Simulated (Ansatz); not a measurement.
Starting cell, Rh (fcc, Cu type):

```yaml
crystal:
  lattice:
    - [0.00000, 3.83026, 3.83026]
    - [1.91513, 0.00000, 1.91513]
    - [1.91513, 1.91513, 0.00000]
  atoms:
    - { symbol: Rh, position: [0.00000, 0.00000, 0.00000] }
    - { symbol: Rh, position: [0.50000, 0.00000, 0.00000] }
```

The atoms are displaced by Q × the pattern below (from a DFPT mode at L = (0.5, 0.0, 0.0), largest move 1; Q in Å), at fixed cell. It is one choice among 2 degenerate patterns. (q is in reciprocal vectors of the primitive cell; the cell shown is doubled to hold the pattern.)

```tsv
atom	x	y	z
Rh1	0.285	-0.520	0.805
Rh2	-0.285	0.520	-0.805
```

All values below come from PBE (plane waves to 420 eV, PAW, scalar-relativistic; Ansatz, a first-principles code). k mesh 21×21×21 (Γ-centred), Fermi-Dirac smearing 0.05 eV. The energy includes the smearing's −TS. With partly filled bands, energies and forces of such displacements shift with the k mesh and the smearing. Rh is run without spin polarisation. Rh was relaxed with its symmetry unable to fall. The PAW data are Ansatz's earlier set. The zero of ΔE is the undisplaced structure. The last digit holds for this mesh only.

| Q (Å) | ΔE (meV/cell) |
|---|---|
| -0.1000 | withheld |
| -0.0833 | 47.1 |
| -0.0667 | 30.2 |
| -0.0500 | 17.1 |
| -0.0333 | 7.6 |
| -0.0167 | 1.9 |
| 0.0000 | 0.0 |
| 0.0167 | 1.9 |
| 0.0333 | 7.6 |
| 0.0500 | 17.1 |
| 0.0667 | 30.2 |
| 0.0833 | 47.1 |
| 0.1000 | withheld |

Problem. Fit an even polynomial form (powers 2, 4) to the given rows and predict ΔE at Q = -0.1000.

Solution. Least squares on the 11 given rows: ΔE = (6837)·Q² + (-7569)·Q⁴, in meV/cell with Q in Å; root-mean-square residual 0.04 meV/cell. At -0.1000 the fit gives 67.6 meV/cell; the calculation gives 67.4 meV/cell, so the extrapolation is off by 0.2 (+0.3 %). The quadratic term alone would give 68.4 meV/cell.

(A displaced cell: forces are minus the slopes of the energy, force constants its curvatures, and phonons follow from these.)
